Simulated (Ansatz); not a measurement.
A relaxation of cell and atoms of an ordered 8-atom cell of Ga4As3N on the zincblende lattice (Amm2) with Ansatz 0.2.0, at the level PBE. It starts from a guessed cell.

```yaml
crystal:
  lattice:
    - [3.6535772507, 0.0, 0.0]
    - [0.0, 3.6535772507, 5.1669384991]
    - [0.0, -3.6535772507, 5.1669384991]
  atoms:
    - { symbol: "N", position: [0.0, 0.0, 0.0] }
    - { symbol: As, position: [0.5, 0.0, 0.5] }
    - { symbol: As, position: [0.5, 0.5, 0.0] }
    - { symbol: As, position: [0.0, 0.5, 0.5] }
    - { symbol: Ga, position: [0.5, 0.875, 0.875] }
    - { symbol: Ga, position: [0.0, 0.875, 0.375] }
    - { symbol: Ga, position: [0.0, 0.375, 0.875] }
    - { symbol: Ga, position: [0.5, 0.375, 0.375] }
kpoints:
  mp_grid: { grid: [6, 4, 4] }
hamiltonian:
  xc: pbe
scf:
  occupations: { method: fermi_dirac, width: 0.02 }
relax:
  f_tol: 0.005
  cell: {}
```

The trajectory has 11 recorded frames, each with positions in Å and forces in eV/Å. Some frames, the last among them, repeat a geometry solved again on a basis re-selected at its cell; pressure is positive in compression.

Step 1: energy 0.0 meV/atom from step 1, largest force component 4.623 eV/Å, pressure +22.94 GPa
```xyz
8
Lattice="3.6536 0.0000 0.0000 0.0000 3.6536 5.1669 0.0000 -3.6536 5.1669" Properties=species:S:1:pos:R:3:forces:R:3 pbc="T T T"
N     0.0000    0.0000    0.0000    0.0000    0.0000    0.0431
As    1.8268   -1.8268    2.5835    0.0000    0.3123    0.0248
As    1.8268    1.8268    2.5835    0.0000   -0.3123    0.0248
As    0.0000    0.0000    5.1669    0.0000    0.0000   -0.1842
Ga    1.8268    0.0000    9.0421    0.0000    0.0000    4.6235
Ga    0.0000    1.8268    6.4587    0.0000    3.1671   -2.2605
Ga    0.0000   -1.8268    6.4587    0.0000   -3.1671   -2.2605
Ga    1.8268    0.0000    3.8752    0.0000    0.0000   -0.0110
```

Step 2: energy -334.2 meV/atom from step 1, largest force component 1.211 eV/Å, pressure +6.06 GPa
```xyz
8
Lattice="3.8060 0.0000 0.0000 0.0000 3.7730 5.3187 0.0000 -3.7730 5.3187" Properties=species:S:1:pos:R:3:forces:R:3 pbc="T T T"
N     0.0000    0.0000   -0.0249    0.0000    0.0000    0.6281
As    1.9030   -1.9090    2.6555    0.0000    0.0486   -0.0453
As    1.9030    1.9090    2.6555    0.0000   -0.0486   -0.0453
As    0.0000    0.0000    5.3350    0.0000    0.0000    0.0270
Ga    1.9030    0.0000    9.5085    0.0000    0.0000    1.0337
Ga    0.0000    2.0340    6.5549    0.0000    1.2111   -0.7155
Ga    0.0000   -2.0340    6.5549    0.0000   -1.2111   -0.7155
Ga    1.9030    0.0000    3.9914    0.0000    0.0000   -0.1673
```

Step 3: energy -380.6 meV/atom from step 1, largest force component 0.281 eV/Å, pressure +1.56 GPa
```xyz
8
Lattice="3.7862 0.0000 0.0000 0.0000 3.8544 5.4569 0.0000 -3.8544 5.4569" Properties=species:S:1:pos:R:3:forces:R:3 pbc="T T T"
N     0.0000    0.0000    0.0360    0.0000    0.0000   -0.0500
As    1.8931   -1.9606    2.7245    0.0000    0.2076   -0.0374
As    1.8931    1.9606    2.7245    0.0000   -0.2076   -0.0374
As    0.0000    0.0000    5.5128    0.0000    0.0000   -0.0649
Ga    1.8931    0.0000    9.8130    0.0000    0.0000    0.2811
Ga    0.0000    2.1728    6.6612    0.0000    0.1089    0.0113
Ga    0.0000   -2.1728    6.6612    0.0000   -0.1089    0.0113
Ga    1.8931    0.0000    4.0653    0.0000    0.0000   -0.1138
```

Problem. How does the relaxation go on, and where does it end?

Solution.
Step 4: energy -383.7 meV/atom from step 1, largest force component 0.103 eV/Å, pressure -0.03 GPa
```xyz
8
Lattice="3.8686 0.0000 0.0000 0.0000 3.8596 5.4602 0.0000 -3.8596 5.4602" Properties=species:S:1:pos:R:3:forces:R:3 pbc="T T T"
N     0.0000    0.0000    0.0470    0.0000    0.0000   -0.0627
As    1.9343   -1.9440    2.7118    0.0000   -0.0181    0.0133
As    1.9343    1.9440    2.7118    0.0000    0.0181    0.0133
As    0.0000    0.0000    5.4950    0.0000    0.0000    0.0046
Ga    1.9343    0.0000    9.8262    0.0000    0.0000    0.1032
Ga    0.0000    2.1809    6.6771    0.0000    0.0402   -0.0478
Ga    0.0000   -2.1809    6.6771    0.0000   -0.0402   -0.0478
Ga    1.9343    0.0000    4.0755    0.0000    0.0000    0.0239
```

Step 5: energy -384.0 meV/atom from step 1, largest force component 0.027 eV/Å, pressure +0.04 GPa
```xyz
8
Lattice="3.8566 0.0000 0.0000 0.0000 3.8705 5.4499 0.0000 -3.8705 5.4499" Properties=species:S:1:pos:R:3:forces:R:3 pbc="T T T"
N     0.0000    0.0000    0.0370    0.0000    0.0000   -0.0208
As    1.9283   -1.9507    2.7110    0.0000    0.0144   -0.0182
As    1.9283    1.9507    2.7110    0.0000   -0.0144   -0.0182
As    0.0000    0.0000    5.4939    0.0000    0.0000   -0.0069
Ga    1.9283    0.0000    9.8165    0.0000    0.0000    0.0104
Ga    0.0000    2.1939    6.6562    0.0000   -0.0157    0.0274
Ga    0.0000   -2.1939    6.6562    0.0000    0.0157    0.0274
Ga    1.9283    0.0000    4.0678    0.0000    0.0000   -0.0012
```

Step 6: energy -384.1 meV/atom from step 1, largest force component 0.009 eV/Å, pressure +0.01 GPa
```xyz
8
Lattice="3.8523 0.0000 0.0000 0.0000 3.8704 5.4579 0.0000 -3.8704 5.4579" Properties=species:S:1:pos:R:3:forces:R:3 pbc="T T T"
N     0.0000    0.0000    0.0350    0.0000    0.0000    0.0065
As    1.9262   -1.9500    2.7144    0.0000    0.0057   -0.0006
As    1.9262    1.9500    2.7144    0.0000   -0.0057   -0.0006
As    0.0000    0.0000    5.5018    0.0000    0.0000    0.0023
Ga    1.9262    0.0000    9.8321    0.0000    0.0000   -0.0026
Ga    0.0000    2.1934    6.6674    0.0000   -0.0091   -0.0011
Ga    0.0000   -2.1934    6.6674    0.0000    0.0091   -0.0011
Ga    1.9262    0.0000    4.0726    0.0000    0.0000   -0.0028
```

Step 7: energy -384.1 meV/atom from step 1, largest force component 0.003 eV/Å, pressure -0.01 GPa
```xyz
8
Lattice="3.8512 0.0000 0.0000 0.0000 3.8726 5.4577 0.0000 -3.8726 5.4577" Properties=species:S:1:pos:R:3:forces:R:3 pbc="T T T"
N     0.0000    0.0000    0.0358    0.0000    0.0000    0.0002
As    1.9256   -1.9504    2.7147    0.0000   -0.0004    0.0001
As    1.9256    1.9504    2.7147    0.0000    0.0004    0.0001
As    0.0000    0.0000    5.5020    0.0000    0.0000    0.0015
Ga    1.9256    0.0000    9.8310    0.0000    0.0000    0.0033
Ga    0.0000    2.1936    6.6668    0.0000    0.0019   -0.0014
Ga    0.0000   -2.1936    6.6668    0.0000   -0.0019   -0.0014
Ga    1.9256    0.0000    4.0721    0.0000    0.0000   -0.0025
```

Step 8: energy -388.1 meV/atom from step 1, largest force component 0.006 eV/Å, pressure +0.23 GPa
```xyz
8
Lattice="3.8512 0.0000 0.0000 0.0000 3.8726 5.4577 0.0000 -3.8726 5.4577" Properties=species:S:1:pos:R:3:forces:R:3 pbc="T T T"
N     0.0000    0.0000    0.0358    0.0000    0.0000   -0.0034
As    1.9256   -1.9504    2.7147    0.0000    0.0002   -0.0003
As    1.9256    1.9504    2.7147    0.0000   -0.0002   -0.0003
As    0.0000    0.0000    5.5020    0.0000    0.0000    0.0011
Ga    1.9256    0.0000    9.8310    0.0000    0.0000    0.0065
Ga    0.0000    2.1936    6.6668    0.0000    0.0007   -0.0007
Ga    0.0000   -2.1936    6.6668    0.0000   -0.0007   -0.0007
Ga    1.9256    0.0000    4.0721    0.0000    0.0000   -0.0023
```

Step 9: energy -388.1 meV/atom from step 1, largest force component 0.020 eV/Å, pressure -0.02 GPa
```xyz
8
Lattice="3.8556 0.0000 0.0000 0.0000 3.8759 5.4660 0.0000 -3.8759 5.4660" Properties=species:S:1:pos:R:3:forces:R:3 pbc="T T T"
N     0.0000    0.0000    0.0372    0.0000    0.0000    0.0002
As    1.9278   -1.9522    2.7183    0.0000    0.0025    0.0029
As    1.9278    1.9522    2.7183    0.0000   -0.0025    0.0029
As    0.0000    0.0000    5.5088    0.0000    0.0000   -0.0008
Ga    1.9278    0.0000    9.8492    0.0000    0.0000   -0.0199
Ga    0.0000    2.1960    6.6766    0.0000   -0.0120    0.0095
Ga    0.0000   -2.1960    6.6766    0.0000    0.0120    0.0095
Ga    1.9278    0.0000    4.0773    0.0000    0.0000   -0.0043
```

Step 10: energy -388.1 meV/atom from step 1, largest force component 0.003 eV/Å, pressure 0.00 GPa
```xyz
8
Lattice="3.8553 0.0000 0.0000 0.0000 3.8764 5.4646 0.0000 -3.8764 5.4646" Properties=species:S:1:pos:R:3:forces:R:3 pbc="T T T"
N     0.0000    0.0000    0.0372    0.0000    0.0000    0.0027
As    1.9277   -1.9524    2.7181    0.0000    0.0019   -0.0009
As    1.9277    1.9524    2.7181    0.0000   -0.0019   -0.0009
As    0.0000    0.0000    5.5072    0.0000    0.0000    0.0011
Ga    1.9277    0.0000    9.8444    0.0000    0.0000    0.0017
Ga    0.0000    2.1953    6.6756    0.0000    0.0003   -0.0029
Ga    0.0000   -2.1953    6.6756    0.0000   -0.0003   -0.0029
Ga    1.9277    0.0000    4.0760    0.0000    0.0000    0.0021
```

Step 11: energy -388.1 meV/atom from step 1, largest force component 0.003 eV/Å, pressure 0.00 GPa
```xyz
8
Lattice="3.8553 0.0000 0.0000 0.0000 3.8764 5.4646 0.0000 -3.8764 5.4646" Properties=species:S:1:pos:R:3:forces:R:3 pbc="T T T"
N     0.0000    0.0000    0.0372    0.0000    0.0000    0.0027
As    1.9277   -1.9524    2.7181    0.0000    0.0020   -0.0010
As    1.9277    1.9524    2.7181    0.0000   -0.0020   -0.0010
As    0.0000    0.0000    5.5072    0.0000    0.0000    0.0011
Ga    1.9277    0.0000    9.8444    0.0000    0.0000    0.0017
Ga    0.0000    2.1953    6.6756    0.0000    0.0004   -0.0029
Ga    0.0000   -2.1953    6.6756    0.0000   -0.0004   -0.0029
Ga    1.9277    0.0000    4.0760    0.0000    0.0000    0.0021
```

The walk took 9 steps, besides SCFs solved again on a fresh basis, and changed the volume by +18.4 %. The last SCF, on a fresh basis, lies 388 meV an atom below the first. At the end: space group Amm2 (No. 38), orthorhombic; a = 3.855 Å, b = 7.753 Å, c = 10.929 Å in the conventional setting, 20.42 Å³ an atom. N is surrounded by 4 Ga at 2.05–2.23 Å; As is surrounded by 4 Ga at 2.38–2.54 Å; As is surrounded by 4 Ga at 2.40–2.49 Å; Ga is surrounded by 2 N at 2.23 Å and 2 As at 2.54 Å; Ga is surrounded by 1 N at 2.05 Å and 3 As at 2.46–2.49 Å; Ga is surrounded by 4 As at 2.38–2.40 Å.

Command: `ansatz run input.yaml --threads 4 --pin off --max-ram 6451MiB --backend cpu --events-out ev --progress --plain --runs-dir out`.

Problem. What wall time did it need on 4 threads of Arm Neoverse V1, with other jobs on the host, and what peak of host memory did it reach?

Solution. About 75 s, with a peak of 0.64 GiB.

The calculation is spin-unpolarised, and the structure need not be a phase that has been made.
